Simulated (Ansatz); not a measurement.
**Hf₃Si₂F (P6/mmm)**

These are results of DFT PBE, scalar-relativistic, plane waves, PAW (Ansatz 0.2.0), not measurements.

Settings: cutoff 420 eV, Γ-centred mesh 12×12×6 on the computed 6-atom cell, Gaussian smearing of 0.10 eV; no spin polarisation.

The structure is relaxed at this level of theory with its symmetry kept, and needn't be the ground state of this composition.

Space group P6/mmm (No. 191). a = 5.431 Å, b = 5.431 Å, c = 6.213 Å, α = 90.00°, β = 90.00°, γ = 120.00°
| atom | site | symmetry | x | y | z |
| --- | --- | --- | --- | --- | --- |
| Hf | 3g | mmm | 0.5000 | 0.0000 | 0.5000 |
| Si | 2e | 6mm | 0.0000 | 0.0000 | 0.2994 |
| F | 1a | 6/mmm | 0.0000 | 0.0000 | 0.0000 |

| Item | Value |
| --- | --- |
| Space group | P6/mmm (No. 191) |
| Volume per atom | 26.45 Å³ |
| Formation energy from the elements' standard states (uncorrected) | +0.122 eV/atom |
| Kohn–Sham band gap | none (metal) |
| Density of states at the Fermi level | 3.8 states/eV per cell |
| Orbital (Löwdin) character within 0.5 eV of the Fermi level | Hf 5d 67 %, Si 3p 16 %, Hf 6s 10 % |
| Bader charge by site (e) | Hf (3 in the cell) 0.61, Si (2 in the cell) -0.43, F (1 in the cell) -0.96 |

Spin-orbit coupling is left out, which matters for the bands of heavy elements. Spin polarisation was left out, and a magnetic state may lie lower.

Another cell of Hf3Si2F relaxed alike, in P-6m2, lies 0.53 eV/atom lower, so this cell isn't the stable form at this level.

The cell was found from a structure generator's guess, not taken from experiment. Löwdin shares on free-atom orbitals overweight diffuse shells.
